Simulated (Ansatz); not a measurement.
A geometry of Al2Cu away from equilibrium: step 2 of the relaxation of a relaxed Al2Cu cell, doubled along one cell vector, shaken by Gaussian noise of σ = 0.08 Å a coordinate. All values below come from PBEsol (plane waves to 420 eV, PAW, scalar-relativistic; Ansatz, a first-principles code). Γ-centred k-mesh 10×12×7 on the run's cell (coarser than for final values), Fermi–Dirac smearing 0.05 eV.

```
CELL_PARAMETERS angstrom
     -1.38046     1.85900     4.11101
      1.37500    -1.85133     4.10568
      2.75501     3.69828    -8.21503
ATOMIC_POSITIONS crystal
  Cu 0.00531 0.02700 0.02117
  Cu 0.01441 0.99581 0.51047
  Al 0.65295 0.64034 0.99144
  Al 0.66707 0.63901 0.49060
  Al 0.33547 0.32301 0.98973
  Al 0.35360 0.32882 0.49678
```

Task: What forces act on the atoms (eV/Å)?

Result: 
| atom | Fx | Fy | Fz |
|---|---|---|---|
| Cu1 | -0.38 | -0.14 | 0.14 |
| Cu2 | -0.09 | -0.29 | 0.16 |
| Al3 | 0.09 | 0.12 | 0.38 |
| Al4 | 0.14 | 0.08 | 0.12 |
| Al5 | 0.19 | 0.12 | -0.37 |
| Al6 | 0.05 | 0.10 | -0.43 |

Task: What is the pressure?

Result: +2.7 GPa, compression positive.

Task: How much energy per atom can still be gained by relaxing?

Result: 0.01 eV/atom; the path ends in P-1 (No. 2) at a tolerance of 0.01 Å, Immm (No. 71) at 0.1 Å.

No spin polarisation in the result.

The end of the path is a generated cell of Al2Cu: the first start was made by placing the elements on the sites of a structure type, and the end was not matched to a known phase here, so it may be hypothetical. Known forms of Al2Cu include space group No. 140.
